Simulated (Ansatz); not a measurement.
Below is a relaxed structure of InGe2O2. The cell was found from a structure generator's guess, not taken from experiment.

These are results of DFT PBE, scalar-relativistic, plane waves, PAW (Ansatz 0.2.0), not measurements. Cutoff 420 eV, Γ-centred mesh, Gaussian smearing, no spin polarisation.

```
In Ge O
1.0
     3.73270    0.00000    0.00000
    -1.86635    3.23261    0.00000
     0.00000    0.00000    8.61540
In Ge O
1 2 2
Cartesian
  0.0000 0.0000 4.3077
  0.0000 0.0000 7.4325
  0.0000 0.0000 1.1829
  0.0000 2.1551 0.0000
  1.8664 1.0775 0.0000
```

The zero of energy is the elements' standard structures at the same level (O₂ as a molecule); no fitted shifts are applied.

Q: What space group does it have?

A: P6/mmm (No. 191). Conventional cell: a = 3.733 Å, c = 8.615 Å. Around In lie 2 Ge at 3.12 Å and 6 In at 3.73 Å; around Ge lie 1 Ge at 2.37 Å, 6 O at 2.46 Å and 1 In at 3.12 Å; around O lie 3 O at 2.16 Å and 6 Ge at 2.46 Å.

Q: What is its formation energy per atom?

A: +0.37 eV/atom. A positive value: parting into the elements would lower its energy.

Q: Is it a metal?

A: Yes, bands cross the Fermi level on the 12×12×6 mesh.

The last run used a 12×12×6 mesh (in the run's order of axes) for its 5-atom cell and Gaussian smearing of 0.10 eV. An odd number of electrons in the primitive cell allows no gap without spin; a larger cell or a magnetic state could open one. The cell is a metal run without spin; a magnetic state may lie lower. Symmetry constrained the relaxation, so the result can be a saddle point. Another cell of InGe2O2 relaxed alike, in P-3m1, lies 1.00 eV/atom lower, so this cell isn't the stable form at this level.
